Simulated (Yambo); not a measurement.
# How GW settings move the gap: GaP

G0W0@PBEsol for GaP (zinc blende, space group F-43m, No. 216) in Yambo. Reference settings: 4×4×4 Γ-centred k mesh, 151 bands and a 14 Ry block in the screening, 151 bands in G with the Bruneval-Gonze terminator, plasmon pole fitted at 27.2 eV. The PBEsol gap Γ → X on this mesh is 1.51 eV; G0W0 gaps are taken between the same points.

```json
[
 {"change from the reference": "reference settings", "G0W0 gap Γ → X (eV)": "2.27", "shift of the valence edge (eV)": "-0.72", "rough Yambo cost": "1"},
 {"change from the reference": "50 bands in G", "G0W0 gap Γ → X (eV)": "2.28", "shift of the valence edge (eV)": "-0.74", "rough Yambo cost": "–"},
 {"change from the reference": "wavefunctions cut at 25 Ry", "G0W0 gap Γ → X (eV)": "2.29", "shift of the valence edge (eV)": "-0.73", "rough Yambo cost": "within a factor of two"},
 {"change from the reference": "no point-group symmetry", "G0W0 gap Γ → X (eV)": "2.26", "shift of the valence edge (eV)": "-0.71", "rough Yambo cost": "about 4×"},
 {"change from the reference": "50 bands in G, no terminator", "G0W0 gap Γ → X (eV)": "2.14", "shift of the valence edge (eV)": "-0.39", "rough Yambo cost": "–"},
 {"change from the reference": "no terminator", "G0W0 gap Γ → X (eV)": "2.25", "shift of the valence edge (eV)": "-0.66", "rough Yambo cost": "–"}
]
```

The reference isn't shown to be the converged limit. Costs are rough (shared machines), scaled to the same edge states, and given only for runs that recompute the screening.

Spin-orbit splittings are left out.

The standard potential for Ga keeps a d shell in the valence without the s and p states of that shell. In tests on such compounds this moved G0W0 gaps by up to about 0.9 eV, so absolute quasiparticle energies here are unreliable; differences between settings are what counts.

Geometry relaxed with PBEsol; primitive cell a = 3.847 Å, b = 3.847 Å, c = 3.847 Å, α = 60.00°, β = 60.00°, γ = 60.00°.

A shift is the quasiparticle energy of the state minus its PBEsol energy.
